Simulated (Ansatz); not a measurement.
One stationary structure of HfO₂. Calculation: r2SCAN (plane waves to 500 eV, PAW, scalar-relativistic; Ansatz, a quantum-chemistry and plane-wave program).

```cif
data_Hf8O16
_chemical_formula_sum 'Hf8 O16'
_space_group_name_H-M_alt 'P 1'
_space_group_IT_number 1
_cell_length_a 5.52628
_cell_length_b 9.85697
_cell_length_c 5.74962
_cell_angle_alpha 90.000
_cell_angle_beta 90.000
_cell_angle_gamma 90.000
loop_
_space_group_symop_operation_xyz
  'x, y, z'
loop_
_atom_site_label
_atom_site_type_symbol
_atom_site_fract_x
_atom_site_fract_y
_atom_site_fract_z
_atom_site_occupancy
Hf1 Hf 0.14579 0.12965 0.90260 1
Hf2 Hf 0.64579 0.37035 0.09740 1
Hf3 Hf 0.35421 0.87035 0.40260 1
Hf4 Hf 0.85421 0.62965 0.59740 1
Hf5 Hf 0.85421 0.87035 0.09740 1
Hf6 Hf 0.35421 0.62965 0.90260 1
Hf7 Hf 0.64579 0.12965 0.59740 1
Hf8 Hf 0.14579 0.37035 0.40260 1
O1 O 0.82823 0.01392 0.84580 1
O2 O 0.32823 0.48608 0.15420 1
O3 O 0.67177 0.98608 0.34580 1
O4 O 0.17177 0.51392 0.65420 1
O5 O 0.17177 0.98608 0.15420 1
O6 O 0.67177 0.51392 0.84580 1
O7 O 0.32823 0.01392 0.65420 1
O8 O 0.82823 0.48608 0.34580 1
O9 O 0.47500 0.23101 0.88030 1
O10 O 0.97500 0.26899 0.11970 1
O11 O 0.02500 0.76899 0.38030 1
O12 O 0.52500 0.73101 0.61970 1
O13 O 0.52500 0.76899 0.11970 1
O14 O 0.02500 0.73101 0.88030 1
O15 O 0.97500 0.23101 0.61970 1
O16 O 0.47500 0.26899 0.38030 1
```

### Question
Determine the symmetry and give the standard cell with its independent sites.

### Answer
Space group Pbca (No. 61); a = 5.5263 Å, b = 9.8570 Å, c = 5.7496 Å, α = β = γ = 90.00°

```tsv
atom	site	symmetry	x	y	z
Hf	8c	1	0.1458	0.3704	0.4026
O	8c	1	0.3282	0.4861	0.1542
O	8c	1	0.4750	0.2690	0.3803
```

### Question
Give the shortest distances between elements (the closest pairs, up to four, under 3.6 Å).

### Answer
Hf–O 2.03 Å; O–O 2.61 Å; Hf–Hf 3.22 Å.

```json
{
  "volume_per_atom": "13.05 Å³",
  "density": "8.93 g/cm³",
  "band_gap": "4.93 eV, direct at Γ (no spin-orbit coupling)"
}
```

No spin polarisation in the result.

The run could not lose the symmetry of its start.

The first start was generated by placing the elements on the sites of a structure type. A measured structure of HfO2 has the same space group, Pbca (No. 61); the sites were not compared with it. Another known form has space group No. 14.
